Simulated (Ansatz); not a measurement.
# Ga5As2P3 (I-4m2) at 2 levels of theory

One geometry, relaxed with PBE; plane waves with PAW potentials in Ansatz, scalar-relativistic. No spin polarisation. Gaps are the least over mesh and band path; pressure is positive in compression.

```cif
data_structure
_symmetry_space_group_name_H-M 'P 1'
_symmetry_Int_Tables_number 1
_cell_length_a 14.2929
_cell_length_b 14.2929
_cell_length_c 14.2929
_cell_angle_alpha 164.084
_cell_angle_beta 164.084
_cell_angle_gamma 22.582
_cell_volume 219.52
loop_
_atom_site_label
_atom_site_type_symbol
_atom_site_fract_x
_atom_site_fract_y
_atom_site_fract_z
_atom_site_occupancy
Ga1 Ga 0.90299 0.90299 0.00000 1
Ga2 Ga 0.50000 0.50000 0.00000 1
Ga3 Ga 0.09701 0.09701 0.00000 1
Ga4 Ga 0.70144 0.70144 0.00000 1
Ga5 Ga 0.29856 0.29856 0.00000 1
P1 P 0.54852 0.04852 0.50000 1
P2 P 0.75000 0.25000 0.50000 1
P3 P 0.95148 0.45148 0.50000 1
As1 As 0.14922 0.64922 0.50000 1
As2 As 0.35078 0.85078 0.50000 1
```

| level | cutoff (eV) | k mesh | gap (eV) | pressure (GPa) |
| --- | --- | --- | --- | --- |
| PBE | 420 | 10×10×10 | 0.94 | 0.0 |

Problem. What comes out on the same cell with LDA?

Solution.
```tsv
level	cutoff (eV)	k mesh	gap (eV)	pressure (GPa)
LDA	420	10×10×10	0.73	-4.9
```

It was reached by relaxing an invented guess, and it needn't be the stable form of this composition.
